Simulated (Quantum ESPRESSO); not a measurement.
**Band energies of GaAlN2**

```xyz
4
Lattice="3.1467 0.0000 0.0000 -1.5733 2.7251 0.0000 0.0000 0.0000 5.0982" Properties=species:S:1:pos:R:3 pbc="T T T"
N      1.5733     0.9084     0.5737
N      0.0000     0.0000     3.1973
Al     0.0000     0.0000     5.0958
Ga     1.5733     0.9084     2.5349
```

PBEsol (Quantum ESPRESSO, PseudoDojo norm-conserving, 84 Ry, with spin-orbit coupling); path ΓMKΓALHA,LM,KH; energies in eV from the valence-band maximum.

```csv
k (1/Å),point,band 26,band 27,band 28,band 29,band 30,band 31,band 32,band 33
0.00,Γ,0.00,2.84,2.84,5.46,5.46,9.62,9.62,10.41
0.46,,-0.32,4.58,4.59,6.73,6.73,8.31,8.32,8.90
0.92,,-0.79,5.31,5.32,5.91,5.91,6.80,6.80,9.47
1.15,M,-0.87,5.12,5.12,5.78,5.78,6.74,6.74,9.65
1.37,,-1.31,5.41,5.43,6.16,6.16,7.05,7.06,9.30
1.82,K,-2.63,4.86,4.89,8.21,8.21,8.25,8.26,8.70
2.33,,-1.18,6.20,6.22,6.58,6.59,7.76,7.77,8.43
2.74,,-0.29,4.39,4.40,6.80,6.80,8.42,8.43,9.04
3.15,Γ,0.00,2.84,2.84,5.46,5.46,9.62,9.62,10.41
3.64,,-0.19,4.65,4.65,5.61,5.61,8.98,8.98,9.68
3.77,A,-0.21,4.87,4.87,5.58,5.58,8.92,8.92,9.49
4.08,,-0.51,5.50,5.51,6.12,6.13,8.12,8.14,8.81
4.60,,-1.45,4.87,4.87,5.30,5.31,7.94,7.95,9.10
4.92,L,-1.44,4.44,4.44,5.00,5.00,7.73,7.73,8.95
5.03,,-1.36,4.56,4.56,5.12,5.13,7.80,7.80,8.99
5.47,,-1.12,6.20,6.22,6.83,6.85,7.21,7.23,7.89
5.58,H,-1.11,6.53,6.53,6.84,6.86,7.16,7.18,7.55
5.85,,-1.21,5.92,5.92,6.42,6.44,7.79,7.82,8.40
6.21,,-1.49,5.87,5.87,6.13,6.16,8.29,8.31,8.78
6.65,,-0.45,5.39,5.40,6.02,6.03,8.37,8.38,8.78
6.92,A,-0.21,4.87,4.87,5.58,5.58,8.92,8.92,9.49
6.92,L,-1.44,4.44,4.44,5.00,5.00,7.73,7.73,8.95
7.33,,-1.00,4.75,4.75,5.54,5.56,7.43,7.43,9.24
7.53,M,-0.87,5.12,5.12,5.78,5.78,6.74,6.74,9.65
7.53,K,-2.63,4.86,4.89,8.21,8.21,8.25,8.26,8.70
7.63,,-2.53,4.96,4.98,8.16,8.17,8.20,8.20,8.58
8.15,H,-1.11,6.53,6.53,6.84,6.86,7.16,7.18,7.55
```

The PBEsol gap is direct, 2.84 eV at Γ.

Geometry relaxed with PBEsol.

The structure is a Materials Project entry; no match was found in the copy of COD used, and its stability was not checked.
